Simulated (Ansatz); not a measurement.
Ansatz (a program for electronic structure) input:

Ansatz 0.2 input:
```yaml
crystal:
  lattice:
    - [0.0, 2.8327042685, 2.8327042685]
    - [2.8327042685, 0.0, 2.8327042685]
    - [2.8327042685, 2.8327042685, 0.0]
  atoms:
    - { symbol: Ga, position: [0.0, 0.0, 0.0] }
    - { symbol: As, position: [0.75, 0.75, 0.75] }
kpoints:
  mp_grid: { grid: [9, 9, 9] }
hamiltonian:
  xc: r2scan
  pseudopotentials: { azcp: { folder: ./paw }, kind: paw }
scf:
  occupations: { method: fixed }
checkpoint: { read: static.run }
output: { write_density: true, elf: true, volumetric_format: npy }
basis: { fft_grid_basis: typed }
```

Output (shortened):

```
Pseudopotentials: kind: paw
Pseudopotential: Ga, paw, valence charge 13
Pseudopotential: As, paw, valence charge 15
Functional definition: r2SCAN
Crystal: 2 atoms, lattice volume = 45.460 Å³
Basis set: ecut = 500 eV, 1139 PW (Γ), exchange–correlation on 120×120×120 points (64 copies of the dense FFT grid, shifted against one another)
Bands: 18, of which v1, the nominal top of the filled ones, is band 14 counted from 1 (13 counted from 0)
Symmetry: 24 space group operations
Space group: F-43m (ITA 216), of the structure as read, at distance tolerance 3.6e-5 Å
k-points: 35 of 729 (time reversal used)
PAW frozen core: Ga, regenerated for the run's functional
PAW frozen core: As, regenerated for the run's functional
Initial density: read from a saved state, or passed on in memory by an earlier SCF of this step, an earlier step, the calling program or the single point that …
Stability of the state it starts from, as read at its close in the unpolarized treatment …
Initial wavefunctions: pseudopotential atomic-orbital guess
Eigensolver: davidson
Functional: x = r2scan, c = r2scan; τ floored in thin density (d = 2e-4 eV/Å³)
iter 1 solved again at ethr=5.24e-8 eV; its pass at ethr=3.10e-3 eV (dr2=1.47e-5 eV) is discarded
SCF iter   1: F=—  HF=-8655.772079 eV  |F-HF|=—  |Δ(HF+E_count)|=         —  Δρ=4.83e-7  dr2=5.03e-11  dr2_τ=1.35e-12  ethr=5.24e-8  ⟨swp⟩=3.1  Hψ=4249  notcnv=0  defer=64
all-band conjugate gradients solve this SCF's bands
preconditioner: auto → none
SCF iter   2: F=-8655.772079 eV  HF=-8655.772079 eV  |F-HF|=1.82e-12  |Δ(HF+E_count)|=   5.92e-9  Δρ=1.85e-7  dr2=1.72e-11  dr2_τ=6.70e-13  ethr=1.00e-12  ⟨swp⟩=7.2  Hψ=2857  notcnv=0
SCF 1 converged in 2 iterations: F = -8655.772079 eV  dr2 = 1.72e-11
SCF converged after 2 iterations
Free energy (F): -8655.772079 eV
Harris-Foulkes:  -8655.772079 eV  (|F-HF|=1.82e-12)
Internal energy: -8655.772079 eV  (E = F + TS)
E sigma→0 (E₀):  -8655.772079 eV
Fermi energy:    7.592730 eV
--- Per-component energies (eV) ---
  E_band       = -340.478152
  E_kinetic    = 208.804829
  E_local      = -3670.015580  (includes V_loc(G=0)·N_el)
  E_nonlocal   = -484.159761
  E_hartree    = 2139.626339
  E_xc         = -123.550877
  E_vxc        = -135.920444  (∫ρ·V_xc dr)
  E_paw        = -4031.216217  (= ΣΔE_a)
  E_vpaw       = -545.566211  (= ΣTr[D̂ρ^β])
  E_aug_tail   = 0.000052  (compensation charges beyond the density's cutoff)
  E_vtau       = 7.126290  (kinetic-family band-sum trace: ∫τ·v_τ [+ j·A + Jᵃ·Aᵃ] dr)
  E_ewald      = -2693.150403
  E_core_change = -2.110460  (= ΣΔE_core)
  E_smearing   =  0.000000  (= −TS)
  E_closure    =  0.000000  (closes the sum)
  Σ components = -8655.772079   (vs F -8655.772079, Δ=0.00e0)
  [band-id]    e_kinetic+e_local+e_nonlocal+2·e_hartree+e_vxc+e_vpaw+e_augmentation_tail+e_vtau = -340.478147   (vs E_band -340.478152, Δ=4.39e-6)
--- Band table (eV; the first three rows and the last of 35) ---
  k-point 0: bands = ["-28.2131", "-28.2131", "-28.2131", "-28.2012", "-28.2012", "-7.6102", "-7.6102", "-7.6102", "-7.5232", "-7.5232", "-5.5658", "7.5927", "7.5927", "7.5927", "8.5622", "11.6446", "11.6446", "11.6446"]
  k-point 1: bands = ["-28.2131", "-28.2130", "-28.2130", "-28.2012", "-28.2012", "-7.6224", "-7.6072", "-7.6072", "-7.5233", "-7.5233", "-5.4144", "5.9462", "7.3978", "7.3978", "9.4966", "11.9371", "11.9371", "12.0234"]
  k-point 2: bands = ["-28.2130", "-28.2127", "-28.2127", "-28.2011", "-28.2011", "-7.6505", "-7.6001", "-7.6001", "-7.5231", "-7.5231", "-4.9857", "3.9003", "6.9985", "6.9985", "9.4892", "12.4541", "12.4541", "13.5575"]
  k-point 34: bands = ["-28.2130", "-28.2123", "-28.2112", "-28.2013", "-28.2005", "-7.7173", "-7.5762", "-7.5641", "-7.5344", "-7.5188", "-2.9938", "0.9075", "3.8707", "4.5094", "12.1709", "12.4816", "13.3287", "15.1034"]
  band table: 18 of 18 bands, residual norms ≤ 1.0e-3 eV
```

Cost: very roughly 2.6 core-seconds on shared cores.

The r²SCAN relaxation kept the symmetry of its start; phonons on a q-mesh show no instability. Scalar-relativistic: spin–orbit coupling is off unless named, which matters more the heavier the elements.

Potentials: the earlier of the program's two PAW sets.

Ansatz is a plane-wave DFT program.
